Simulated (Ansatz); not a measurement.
An ordered 4-atom cell of Si3Sn on the diamond lattice (R3m), relaxed with r2SCAN. Space group R3m (No. 160), trigonal; a = 4.048 Å, c = 19.901 Å in the conventional setting, 23.53 Å³ an atom. Si has 3 Si at 2.44 Å and 1 Sn at 2.60 Å; Si has 1 Si at 2.35 Å and 3 Sn at 2.53 Å; Si has 4 Si at 2.35–2.44 Å; Sn has 4 Si at 2.53–2.60 Å.

```
CELL_PARAMETERS angstrom
2.02392 1.16851 6.63367
-2.02392 1.16851 6.63367
0.00000 -2.33702 6.63367
ATOMIC_POSITIONS crystal
Si 0.00613 0.00613 0.00613
Si 0.49319 0.49319 0.49319
Si 0.37534 0.37534 0.37534
Sn 0.87533 0.87533 0.87533
```

The questions ask for values computed with Ansatz on this geometry. No magnetic order and no zero-point or thermal motion; the cell was built from a prototype and may be hypothetical.

Given (8×8×8 mesh): The r2SCAN gap is indirect, 0.35 eV (Γ to k = (0.135, -0.438, -0.438)), below the direct gap of 0.63 eV at Γ.

Problem. How does the gap change from r2SCAN to PBE+SOC (8×8×8)?

Solution. With PBE+SOC the valence top lies at Γ and the conduction bottom at k = (0.135, -0.438, -0.438), 0.09 eV higher; the smallest vertical gap, at Γ, is 0.27 eV. The gap differs by -0.25 eV from r2SCAN's.

Problem. Estimate the gap with PBE0 on 6×6×6.

Solution. PBE0 gives an indirect gap of 1.30 eV, from Γ to k = (0.135, -0.438, -0.438); the least direct gap is 1.55 eV at Γ. The gap differs by +0.95 eV from r2SCAN's.

Problem. Roughly how does the cost of the PBE+SOC run (8×8×8) compare with r2SCAN's (8×8×8)?

Solution. About 1.8 times as much (70 core-seconds against 40 core-seconds, on 2 threads of Arm Neoverse V1, with other jobs on the host).

Problem. What do these levels agree on?

Solution. All these functionals give a gap of the same kind, indirect.

Only the levels marked +SOC include spin-orbit coupling.

Where an edge lies off the special points, it is a point of the mesh or the k point where a search put PBE's edge or least direct gap, reused for the other functionals, whose own edges may lie a little apart.

Coordinates of k points refer to the reciprocal vectors of the primitive cell of the runs.

Small gaps with spin-orbit coupling can be splittings of inverted bands, not the fundamental gap; semilocal functionals often invert bands that the real crystal keeps in order.

PBE's own run along the path (0.20 eV) came before the search for the edges and missed one, so it isn't listed. Gaps under 0.1 eV (PBE+SOC) can't be told from a closed one: the bands may be in normal order or already inverted, which a gap's size doesn't show.
